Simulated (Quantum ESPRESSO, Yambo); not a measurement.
**G0W0 results for AgCl**

```cif
data_Ag4Cl4
_chemical_formula_sum 'Cl4 Ag4'
_space_group_name_H-M_alt 'Cmcm'
_space_group_IT_number 63
_space_group_name_Hall '-C 2c 2'
_cell_length_a 3.66096
_cell_length_b 10.61496
_cell_length_c 3.77420
_cell_angle_alpha 90.000
_cell_angle_beta 90.000
_cell_angle_gamma 90.000
loop_
_space_group_symop_operation_xyz
  'x, y, z'
  '-x, -y, -z'
  '-x, -y, z+1/2'
  'x, y, -z+1/2'
  'x, -y, -z'
  '-x, y, z'
  '-x, y, -z+1/2'
  'x, -y, z+1/2'
  'x+1/2, y+1/2, z'
  '-x+1/2, -y+1/2, -z'
  '-x+1/2, -y+1/2, z+1/2'
  'x+1/2, y+1/2, -z+1/2'
  'x+1/2, -y+1/2, -z'
  '-x+1/2, y+1/2, z'
  '-x+1/2, y+1/2, -z+1/2'
  'x+1/2, -y+1/2, z+1/2'
loop_
_atom_site_label
_atom_site_type_symbol
_atom_site_symmetry_multiplicity
_atom_site_Wyckoff_symbol
_atom_site_fract_x
_atom_site_fract_y
_atom_site_fract_z
_atom_site_occupancy
Cl1 Cl 4 c 0.00000 0.13659 0.25000 1
Ag1 Ag 4 c 0.00000 0.39968 0.25000 1
```
(The calculation used a cell of 4 atoms; values per cell refer to that cell.)

Cell and atoms were relaxed with LDA from Materials Project entry mp-570858, within its symmetry.

Starting point: LDA (pw.x of Quantum ESPRESSO, ONCV potentials, no spin-orbit coupling). G0W0 in Yambo: 4×4×4 Γ-centred k mesh, bands 9 to 99 and a 6 Ry block in the screening, 99 bands in G with the Bruneval-Gonze terminator, plasmon pole fitted at 27.2 eV.

LDA gap along the band path: 0.28 eV
LDA gap between the mesh's edge points ((0.25, 0.25, 0) → Γ): 0.28 eV
G0W0 gap between the same points: 1.78 eV
LDA smallest direct gap on the mesh (at Γ): 1.84 eV
G0W0 direct gap at that point: 3.43 eV

```
k point          band  E LDA (eV)  E QP (eV)  shift (eV)     Z
---------------  ----  ----------  ---------  ----------  ----
Γ                  VB       -1.56      -2.42       -0.86  0.79
Γ                  CB        0.28       1.01        0.73  0.82
(0.25, 0.25, 0)    VB        0.00      -0.77       -0.77  0.80
(0.25, 0.25, 0)    CB        2.60       3.34        0.73  0.82
```

Energies count from the LDA valence-band maximum.

Nearest settings tried, and what they do to the gap: 80 bands in W, 80 bands in G: +58 meV; 5 Ry block (109 vectors against 119): -8 meV; 4×4×2 mesh: +46 meV. So the settings aren't converged at that level.

Spin-orbit splittings are left out.

This is not the ordinary phase of the substance; no match was found in the copy of COD used, and its stability was not checked.
